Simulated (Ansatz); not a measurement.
A relaxation computed with Ansatz, from input to last step.

```yaml
crystal:
  lattice:
    - [-3.90887744, 3.90887744, -3.90887744]
    - [3.90887744, 3.90887744, 3.90887744]
    - [3.90887744, -3.90887744, -3.90887744]
  atoms:
    - { symbol: Ru, position: [0.0022682716, 0.2554554877, 0.7486831021] }
    - { symbol: Ru, position: [0.74524769, 0.2458564777, 0.99487827] }
    - { symbol: Ag, position: [0.7537575235, 0.002733367, 0.2513440596] }
    - { symbol: Os, position: [0.2490236784, 0.9983891792, 0.750194699] }
    - { symbol: Os, position: [0.498361905, 0.997274265, 0.4969182686] }
    - { symbol: Os, position: [0.7552826836, 0.4982540248, 0.7513487426] }
    - { symbol: Os, position: [0.2494134581, 0.2478463143, 0.4955360122] }
    - { symbol: Os, position: [0.5105646526, 0.7542391534, 0.7596893994] }
    - { symbol: Os, position: [0.5012675056, 0.2499371641, 0.2524225898] }
    - { symbol: Os, position: [0.0042557132, 0.0017566297, 0.9970882272] }
    - { symbol: Os, position: [0.9921691343, 0.7451751649, 0.2445182624] }
    - { symbol: Os, position: [0.252642818, 0.7490616124, 0.0015115638] }
    - { symbol: Pt, position: [0.7513888049, 0.7518702802, 0.5001971086] }
    - { symbol: Pt, position: [0.2530687395, 0.5010117303, 0.2518413056] }
    - { symbol: Pt, position: [0.4954544981, 0.4946131404, 0.9942627881] }
    - { symbol: Au, position: [0.0023787052, 0.4984368118, 0.5040117794] }
  symmetry: { detect: false }
basis:
  ecutwfc: 420
kpoints:
  mp_grid: { grid: [3, 3, 3], shift: [0.0, 0.0, 0.0] }
hamiltonian:
  xc: pbe
scf:
  occupations: { method: gaussian, width: 0.1 }
  lower_state_search: "off"
output:
  forces: true
  stress: true
  eigenvalues: true
relax:
  adjacent_minimum: "off"
  f_tol: 0.04
  max_steps: 50
  cell: { stress_tol: 0.3 }
```

```bash
ansatz run input.yaml --threads 4 --pin off --max-ram 9216MiB --backend cpu --events-out ev --progress --plain --runs-dir out
```

Theory: Ansatz 0.2.0, DFT PBE, scalar-relativistic, plane waves, PAW.

Of 7 frames 6 are shown, positions in Å and forces in eV/Å; the SCF threshold varies from step to step. Steps run on the plane waves of an earlier cell, with a Pulay correction in the pressure. The basis is chosen afresh for the last frame, the zero of the energies, and at times for earlier ones too; energy and pressure can step there, also at an unchanged geometry. Where two frames share a geometry here, they differ by under 2 meV/atom and 0.3 GPa. The mark taken_back stands on steps that the optimiser undid.

```xyz
16
Lattice="-3.9089 3.9089 -3.9089 3.9089 3.9089 3.9089 3.9089 -3.9089 -3.9089" Properties=species:S:1:pos:R:3:forces:R:3 pbc="T T T" step=1 free_energy_over_end_meV_per_atom=54.18 pressure_GPa=-4.19
Ru    3.9162   -1.9191   -1.9368    0.2890   -0.8511   -0.8729
Ru    1.9368   -0.0148   -5.8409   -0.5191    0.4397    1.0973
Ag   -1.9532    1.9746   -3.9181   -0.0898   -0.1762    0.0870
Os    5.8616    1.9436   -0.0032    0.2188    1.0121   -0.3595
Os    3.8926    3.9039    0.0078    1.7020   -0.4601    0.8519
Os    1.9322    1.9630   -3.9416    0.6235   -1.0639   -0.1269
Os    1.9309    0.0067   -1.9431   -1.3927    0.3278   -1.7947
Os    3.9220    1.9744   -2.0170   -0.2656    0.3785    0.7874
Os    0.0043    1.9497   -1.9691   -0.2202   -1.3054    0.7061
Os    3.8877   -3.8740   -3.9073   -0.4370   -0.1755   -0.6887
Os   -0.0097    5.8353   -1.9213   -0.5374    1.7255   -0.5590
Os    1.9463    3.9096    1.9345    1.2616   -0.1024    0.7755
Pt    1.9571    3.9208   -1.9533    0.3581   -0.0884   -0.5606
Pt    1.9536    1.9632   -0.0152   -0.0526   -0.2171    0.3293
Pt    3.8832   -0.0164   -3.8897   -1.1402    0.0274   -0.0915
Au    3.9092   -0.0125   -0.0311    0.2016    0.5294    0.4192
16
Lattice="-3.8528 3.8421 -3.8510 3.8562 3.8448 3.8504 3.8653 -3.8414 -3.8629" Properties=species:S:1:pos:R:3:forces:R:3 pbc="T T T" step=2 free_energy_over_end_meV_per_atom=61.15 pressure_GPa=16.51 taken_back
Ru    3.8971   -1.9572   -1.9981   -0.2068    0.4195    0.3499
Ru    1.8793    0.0314   -5.6833    0.1384   -0.2458   -0.8737
Ag   -1.9288    1.9219   -3.8593    0.0882   -0.0232   -0.1199
Os    5.8213    2.0032   -0.0489    0.3553   -1.0741   -0.1336
Os    3.9901    3.8023    0.0703   -2.7802    0.8635   -2.4711
Os    1.9685    1.8398   -3.8936   -0.0871    1.3725   -0.3759
Os    1.8024    0.0291   -2.0804    2.6015   -0.1787    3.1638
Os    3.8534    1.9701   -1.8932   -0.0122   -0.1815   -0.7703
Os   -0.0190    1.8071   -1.8719   -0.1115    1.4106   -0.3761
Os    3.8109   -3.8548   -3.9157    0.5124    0.2722    1.1752
Os   -0.0475    5.9098   -1.9702    0.0418   -2.1305    1.1811
Os    2.0163    3.8318    1.9844   -1.5424    0.2783   -0.8647
Pt    1.9591    3.8529   -1.9833   -0.1741   -0.0901    0.4901
Pt    1.9130    1.9128    0.0083   -0.1042    0.2763   -0.3407
Pt    3.7636    0.0195   -3.8583    1.5543   -0.3529    0.1477
Au    3.8716    0.0142   -0.0005   -0.2733   -0.6160   -0.1818
16
Lattice="-3.9267 3.9069 -3.9195 3.9181 3.8904 3.9116 3.9110 -3.8991 -3.8959" Properties=species:S:1:pos:R:3:forces:R:3 pbc="T T T" step=3 free_energy_over_end_meV_per_atom=5.96 pressure_GPa=-2.67
Ru    3.9389   -1.9622   -1.9819    0.0658   -0.1506   -0.0796
Ru    1.8966    0.0160   -5.7813   -0.0819    0.1009    0.2480
Ag   -1.9703    1.9596   -3.9211    0.0078    0.0048   -0.0354
Os    5.8873    1.9821   -0.0188    0.1306    0.2986   -0.2457
Os    3.9525    3.8780    0.0293    0.6353   -0.3219    0.4557
Os    1.9588    1.9148   -3.9437    0.3052   -0.3596   -0.1180
Os    1.8870    0.0206   -2.0028   -0.5838    0.1626   -0.5649
Os    3.9054    1.9834   -1.9628   -0.1326    0.0755    0.1543
Os   -0.0107    1.8847   -1.9323   -0.1418   -0.3881    0.3265
Os    3.8693   -3.8842   -3.9160   -0.1590    0.0344   -0.2675
Os   -0.0455    5.9089   -1.9586   -0.3541    0.6107    0.0232
Os    1.9921    3.8935    1.9745    0.4911   -0.0863    0.2128
Pt    1.9637    3.9067   -1.9884    0.0403   -0.0657    0.0348
Pt    1.9447    1.9475    0.0026    0.0271    0.0245   -0.0219
Pt    3.8475   -0.0068   -3.8860   -0.2052    0.0881   -0.0723
Au    3.9202   -0.0078    0.0062   -0.0448   -0.0279   -0.0499
16
Lattice="-3.9107 3.8953 -3.8996 3.8905 3.8734 3.8979 3.9364 -3.8936 -3.9237" Properties=species:S:1:pos:R:3:forces:R:3 pbc="T T T" step=4 free_energy_over_end_meV_per_atom=1.83 pressure_GPa=-0.19
Ru    3.9780   -1.9847   -2.0233   -0.1965    0.1224    0.0341
Ru    1.9190    0.0178   -5.7586    0.0950    0.0224   -0.4066
Ag   -1.9540    1.9395   -3.9200    0.0949    0.2051   -0.0743
Os    5.8897    1.9788   -0.0980    0.1457    0.0004    0.3164
Os    3.9713    3.8379    0.0293   -0.0059   -0.0111    0.0255
Os    2.0095    1.8883   -3.9719   -0.0519   -0.0422    0.0172
Os    1.8646    0.0365   -2.0345    0.0955   -0.1116    0.0307
Os    3.9145    1.9804   -1.9774   -0.2092   -0.0353    0.0821
Os   -0.0291    1.8681   -1.9016    0.1007   -0.0309   -0.0912
Os    3.8830   -3.8808   -3.9460    0.0400    0.0142    0.1071
Os   -0.0832    5.9130   -1.9454    0.1331    0.0195   -0.0264
Os    1.9926    3.8760    1.9789   -0.0512   -0.0389    0.0346
Pt    1.9639    3.8856   -1.9926    0.0627    0.0176   -0.1666
Pt    1.9518    1.9439   -0.0229   -0.0454   -0.0986    0.0919
Pt    3.8711   -0.0086   -3.9024   -0.1659   -0.0522    0.0578
Au    3.9162   -0.0254   -0.0149   -0.0418    0.0189   -0.0323
16
Lattice="-3.9261 3.9060 -3.9050 3.9095 3.8760 3.8915 3.9059 -3.8925 -3.8714" Properties=species:S:1:pos:R:3:forces:R:3 pbc="T T T" step=5 free_energy_over_end_meV_per_atom=4.32 pressure_GPa=1.31 taken_back
Ru    3.9128   -1.9503   -1.9902    0.2245   -0.0430    0.1674
Ru    1.8626    0.0411   -5.7664    0.0840   -0.1809    0.1639
Ag   -1.9530    1.9206   -3.8815   -0.1585    0.2445   -0.1892
Os    5.8968    1.9858   -0.0489   -0.1113    0.0203   -0.0834
Os    3.9816    3.8367    0.0461   -0.0428    0.0303    0.0703
Os    1.9590    1.8972   -3.9329    0.0554    0.0015   -0.0241
Os    1.8782    0.0105   -2.0088   -0.1607    0.1377    0.0021
Os    3.8566    1.9685   -1.9460    0.3500    0.1741    0.0878
Os    0.0001    1.8518   -1.9055   -0.1788    0.1499    0.0702
Os    3.8814   -3.8805   -3.8812   -0.1407    0.0074   -0.1325
Os   -0.0632    5.9308   -1.9345   -0.0782   -0.0141   -0.0760
Os    2.0133    3.8693    1.9944   -0.0659    0.0535   -0.0899
Pt    1.9620    3.9013   -2.0084   -0.1755   -0.0492    0.3152
Pt    1.9413    1.9834    0.0123   -0.1071   -0.3014   -0.2004
Pt    3.8124    0.0137   -3.8923    0.3204   -0.1575    0.1189
Au    3.8866   -0.0080    0.0239    0.1853   -0.0730   -0.1999
16
Lattice="-3.9186 3.9014 -3.9025 3.9026 3.8783 3.8954 3.9212 -3.8943 -3.8980" Properties=species:S:1:pos:R:3:forces:R:3 pbc="T T T" step=7 free_energy_over_end_meV_per_atom=0.00 pressure_GPa=0.00
Ru    3.9482   -1.9727   -1.9957    0.0112   -0.0107   -0.0355
Ru    1.9042    0.0220   -5.7654    0.0040   -0.0256   -0.0023
Ag   -1.9585    1.9525   -3.9150   -0.0139    0.0288    0.0084
Os    5.8971    1.9878   -0.0572    0.0179   -0.0126   -0.0009
Os    3.9756    3.8455    0.0365   -0.0182   -0.0099    0.0118
Os    1.9903    1.8899   -3.9527    0.0136   -0.0019   -0.0048
Os    1.8653    0.0296   -2.0235    0.0222   -0.0094   -0.0123
Os    3.8944    1.9841   -1.9550   -0.0136    0.0101   -0.0241
Os   -0.0237    1.8666   -1.9045   -0.0110   -0.0061   -0.0162
Os    3.8706   -3.8811   -3.9163   -0.0072    0.0169    0.0126
Os   -0.0726    5.9239   -1.9470   -0.0121    0.0196   -0.0019
Os    2.0033    3.8786    1.9745   -0.0175   -0.0055    0.0303
Pt    1.9581    3.8935   -1.9906    0.0225   -0.0202    0.0048
Pt    1.9441    1.9442   -0.0070   -0.0091    0.0091    0.0113
Pt    3.8520   -0.0033   -3.8847   -0.0055    0.0000    0.0031
Au    3.9150   -0.0185   -0.0078    0.0166    0.0174    0.0157
```

It took 82 s on 4 threads of Intel(R) Xeon(R) Platinum 8488C (Sapphire Rapids) (shared host), peak memory 1.5 GiB.

The k mesh is coarse. Spin–orbit coupling is left out, which can shift energies with elements as heavy as these.